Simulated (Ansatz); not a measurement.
# Hf2N: how the axes shrink under pressure

Hf2N, P4_2/mnm, a = 5.296 Å, c = 3.227 Å. The structure is a Materials Project entry; whether it is the stable form wasn't checked. Ansatz: PBEsol, PAW, 420 eV, Γ-centred 8×8×12 mesh on 6 atoms, Gaussian smearing 0.10 eV; no spin polarisation. Cell and atoms are relaxed at each pressure, and no other structure is tried, so the rows at high pressure may lie past a change of phase. y = 100 ln(c/c0) with c0 = 3.2275 Å, so nearly a change in per cent. The pressures are the targets, met within 0.04 GPa.

| P (GPa) | y | 100 ln(a/a0) |
| --- | --- | --- |
| -2.0 | ? | ? |
| 0.0 | 0.00 | 0.00 |
| 2.0 | -0.29 | -0.34 |
| 5.0 | -0.70 | -0.82 |
| 10.0 | -1.38 | -1.53 |
| 20.0 | -2.59 | -2.83 |
| 40.0 | -4.61 | -4.96 |

Q: Fit y = c1 P + c2 P² to the other rows, give the linear compressibility along c, and predict the missing y.

A: Least squares on the rows shown. y = −0.1444 P + 0.0007288 P². The linear compressibility along c is −c1/100 = 1.44 per TPa, against 1.62 along a from the same fit to the last column (its missing entry is 0.34): the crystal is about as stiff along both at low pressure. At P = -2.0 the fit asked for gives 0.29. The run gave 0.31, so the fit is 0.02 too low, a small miss on the scale of the series.

Spin–orbit coupling is left out, which can shift energies with elements as heavy as these.